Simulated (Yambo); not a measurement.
PdZnF6 (space group R-3, No. 148); a = b = c = 5.3739 Å, α = β = γ = 54.69°. With the G0W0 scissor the direct gap on the mesh is 3.99 eV. Axes are Cartesian, with cell vectors (Å) (2.47, 1.43, 4.56), (-2.47, 1.43, 4.56), (0.00, -2.85, 4.56).

### Question
Can the lowest exciton of this BSE run be trusted, and with what binding energy? (Yambo, PBEsol bands; 6×6×6 mesh, 18 valence and 2 conduction bands, static screening with 74 bands and a 3 Ry block, scissor 2.37 eV, Tamm-Dancoff.)

### Answer
The mesh holds a bound state, but the numbers are provisional. These are vertical excitations (zero momentum). The lowest state lies at 1.76 eV (dark for light along x, 2 states within 2 meV), the direct quasiparticle gap on this mesh at 3.99 eV. Its binding energy, counted from that gap, is 2.24 eV; it spreads over about 210 k points of the mesh. Convergence with the mesh was not shown. The first optically allowed state is at 3.57 eV. The scissor comes from a G0W0 run whose convergence isn't established. Spin-orbit splittings are left out.

Geometry of the Materials Project entry, not relaxed at this level.

With a shallow 3d shell G0W0 needs far more bands and larger blocks than here, so the scissor is uncertain by tenths of an eV or more.
